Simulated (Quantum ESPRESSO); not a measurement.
## Kohn-Sham bands of V (bcc (W type))

```
CELL_PARAMETERS angstrom
     -1.49120     1.49120     1.49120
      1.49120    -1.49120     1.49120
      1.49120     1.49120    -1.49120
ATOMIC_POSITIONS crystal
  V  0.00000 0.00000 0.00000
```

Materials Project entry mp-146; symmetrised, unrelaxed at this level. This is the element's usual structure. Level: PBEsol, no spin polarisation, no spin-orbit coupling; pw.x of Quantum ESPRESSO at 68 Ry with PseudoDojo potentials, 12×12×12 k-points, Wannier90. Density: 20×20×20 mesh, cold smearing 0.01 Ry. A non-magnetic state is assumed; magnetic ones were not tried.

### Question
List the Kohn-Sham levels between −8 and 3.0 eV relative to the Fermi level at the high-symmetry points, as a band run of pw.x on that density gives them (levels within 2 meV counted together).

### Answer
```csv
point,k (reciprocal lattice),levels (eV)
Γ,0.000 0.000 0.000,"-6.64, 0.43 (×3), 2.47 (×2)"
H,0.500 -0.500 0.500,-3.08 (×2)
N,0.000 0.000 0.500,"-3.24, -1.16, 1.69, 2.49, 2.85"
P,0.250 0.250 0.250,"-1.13 (×3), 2.93 (×2)"
```
